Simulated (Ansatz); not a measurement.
Input:

Mg:
```yaml
crystal:
  lattice:
    - [3.19532, 0.00000, 0.00000]
    - [-1.59766, 2.76723, 0.00000]
    - [0.00000, 0.00000, 5.10769]
  atoms:
    - { symbol: Mg, position: [0.33333, 0.66667, 0.25000] }
    - { symbol: Mg, position: [0.66667, 0.33333, 0.75000] }
```

This is the r²SCAN-relaxed structure. Tensor components refer to the Cartesian frame of this cell.

Q: All from plane-wave PAW r²SCAN (Ansatz code), unless another level is named. Estimate the Poisson's ratio.

A: 0.26.

Q: And the elastic constants (relaxed ions, GPa)?

A: C11 = 68.9, C12 = 27.6, C13 = 21.1, C33 = 80.8, C44 = 22.7.

Q: And the highest zone-centre frequency?

A: 269 cm⁻¹.

Space group P6_3/mmc (hcp (Mg type)). Symmetry was held in the r²SCAN relaxation; of distortions, only those at the zone centre were tested. As this level gives no gap, shear constants depend on the k-mesh and smearing (Fermi–Dirac, 0.1 eV here). As this level gives no gap, phonon frequencies hold no LO–TO term and depend on the k-mesh and smearing (Fermi–Dirac, 0.1 eV here). On the denser mesh and wider smearing of the elastic run this cell carries a stress of 0.6 GPa.

Potentials: the earlier of the program's two PAW sets.
